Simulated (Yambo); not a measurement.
G0W0@PBE for GaP (zinc blende, space group F-43m, No. 216) in Yambo. Reference settings: 4×4×4 Γ-centred k mesh, bands 5 to 180 and a 15 Ry block in the screening, 180 bands in G with the Bruneval-Gonze terminator, plasmon pole fitted at 27.2 eV. The PBE gap Γ → X on this mesh is 1.64 eV; G0W0 gaps are taken between the same points.

Gap (Γ → X) in eV against the number of bands and the screening block, terminator on:

```csv
bands (W and G),3 Ry,6 Ry,9 Ry,12 Ry,15 Ry
38,2.087,2.179,2.223,2.228,2.231
63,2.072,2.185,2.248,2.256,2.262
94,2.066,2.189,2.268,2.278,2.285
136,2.065,2.193,2.283,2.296,2.306
180,2.064,2.194,2.290,2.305,2.317
```

Rough cost of the Yambo step against the reference (shared machines):

| bands (W and G) | 3 Ry | 6 Ry | 9 Ry | 12 Ry | 15 Ry |
|---|---|---|---|---|---|
| 38 | 1/10 | 1/9 | 1/7 | 1/6 | 1/5 |
| 63 | 1/6 | 1/6 | 1/5 | 1/4 | 1/3 |
| 94 | 1/4 | 1/4 | 1/3 | 1/2 | ~1 |
| 136 | 1/3 | 1/3 | 1/2 | ~1 | ~1 |
| 180 | 1/2 | ~1 | ~1 | ~1 | 1 |

At the largest block the last step in bands moves the gap by 0.011 eV; at the most bands the last step in the block moves it by 0.012 eV.

The mesh misses a band edge: along a dense path the PBE gap is 1.59 eV against 1.64 eV on the mesh.

Spin-orbit splittings are left out.

Geometry relaxed with PBEsol; primitive cell a = b = c = 3.847 Å, α = β = γ = 60.00°.

The potentials are those of PseudoDojo's stringent table.
